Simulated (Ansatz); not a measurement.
With plane-wave PAW r²SCAN (Ansatz code), AgW in the orthorhombic phase (Pmma; W on 2e, Ag on 2f) relaxes to a = 4.601 Å, b = 2.717 Å, c = 5.226 Å. Against the elements it lies at 0.72 eV/atom, with no fitted shifts.

Electronic character: metallic (no gap). Gap from r²SCAN with spin–orbit coupling: none (metallic).

The bulk modulus is 191 GPa. Bader charges are W +0.31, Ag -0.31 e.

The start of the workflow was typed in or built on a structure type; neither database checked (COD, Materials Project) lists it. Its standing as an ambient phase is unchecked. The r²SCAN relaxation kept the symmetry of its start; its stability against distortions is not shown here. No spin polarisation was allowed. Its formation energy is positive at this level, so the cell may be metastable or incomplete. Axis ratios of metals converge slowly with the k-mesh, so a and c are less sure than the volume. The references are the lowest solids computed at this level, not always the standard phases. Spin–orbit coupling is left out wherever it is not named.

Potentials: the earlier of the program's two PAW sets.
